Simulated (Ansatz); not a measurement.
Task: FeBiO₃ in space group R3c (No. 161; Bi on 6a, Fe on 6a, O on 18b) is relaxed with PBEsol in the plane-wave PAW code Ansatz. What lattice parameters of the conventional cell result?

Result: a = 5.544 Å, c = 13.647 Å.

These are the values of the symmetrised cell.

Task: Give the free coordinates with the occupied sites.

Result: In one choice of origin and axes:

| atom | site | symmetry | x | y | z |
|---|---|---|---|---|---|
| Bi | 6a | 3. | 0.0000 | 0.0000 | 0.0023 |
| Fe | 6a | 3. | 0.0000 | 0.0000 | 0.2756 |
| O | 18b | 1 | 0.0172 | 0.4363 | 0.0457 |

Task: Is it a metal or does it have a gap at this level?

Result: A gap of 0.85 eV.

The measured cell (COD 4501315, doi:10.1021/cg201068m; 296 K, pressure taken as ambient) has 12.36 Å³ per atom; the computed volume differs by -2.1 %, which includes thermal expansion and zero-point motion.

The PBEsol relaxation kept the symmetry of its start, as lowered by the spin order. Magnetic state: antiferromagnetic, chosen from 2 collinear starts compared on coarse meshes (ties went to the first, and starts can fall back to one state), not a proven ground state. Textbook magnetic order: antiferromagnetic. No Hubbard U is applied. Scalar-relativistic: spin–orbit coupling is off unless named, which matters more the heavier the elements.

Potentials: the later of the program's two PAW sets.
